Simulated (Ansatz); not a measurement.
Start of a relaxation of Zr5N:

```xyz
6
Lattice="4.0446 0.0000 0.0000 -2.0223 3.5027 0.0000 0.0000 0.0000 7.8317" Properties=species:S:1:pos:R:3 pbc="T T T"
Zr    0.0000    2.3351    5.3589
Zr    2.0223    1.1676    5.3589
Zr    2.0223    1.1676    2.4727
Zr    0.0000    2.3351    2.4727
Zr    0.0000    0.0000    0.0000
N     0.0000    0.0000    3.9158
```

The calculation used DFT PBE, scalar-relativistic, plane waves, PAW in Ansatz 0.2.0. Cutoff 420 eV, Gaussian smearing, Γ-centred meshes. Cell and atoms relax first on a coarse mesh and then on a finer one. In between, the cell is made exact in the group found at 0.06 Å. In metals the finer mesh still leaves noise of several meV/atom or more. The steps can't lower the symmetry of their start. No spin polarisation in the relaxation; trial moments died out in a coarse test.

A guess keeps its type if space group and coordination stay and the shape of the cell changes little (axis ratios within about 15 %, angles within 6°); the volume may change.

Q: Does this structure survive the relaxation?

A: It doesn't keep its type. The symmetry stays P6/mmm (No. 191). The volume per atom grows by 9.7 %, from 18.5 to 20.3 Å³. The shortest distance goes from 2.34 Å (Zr–Zr) to 2.62 Å (Zr–Zr). The ratio c/a of the conventional cell changes by a factor of 0.53. Counting neighbours within 15 % of an atom's shortest distance, the start has N 12, Zr 3/12 and the end N 2, Zr 2/5. In detail, at the end Zr on a site of symmetry 3m has 2 Zr at 2.62–2.70 Å, 3 Zr at 2.97 Å, 3 Zr at 3.24 Å and 3 N at 3.26 Å; Zr on a site of symmetry 6/mmm is surrounded by 2 N at 2.66 Å and 12 Zr at 3.24 Å; N has 2 Zr at 2.66 Å and 12 Zr at 3.26 Å.

```
CELL_PARAMETERS angstrom
5.14037 0.00000 0.00000
-2.57019 4.45169 0.00000
0.00000 0.00000 5.32031
ATOMIC_POSITIONS crystal
Zr 0.33333 0.66667 0.75362
Zr 0.66667 0.33333 0.75362
Zr 0.66667 0.33333 0.24638
Zr 0.33333 0.66667 0.24638
Zr 0.00000 0.00000 0.00000
N 0.00000 0.00000 0.50000
```

The last run used a 12×12×8 mesh (in the run's order of axes) for its 6-atom cell and Gaussian smearing of 0.10 eV. Symmetry constrained the relaxation, so the result can be a saddle point. Another cell of Zr5N relaxed alike, in P-6m2, lies 1.12 eV/atom lower, so this cell isn't the stable form at this level.

In counts of neighbours, a slash parts the counts of unlike sites.
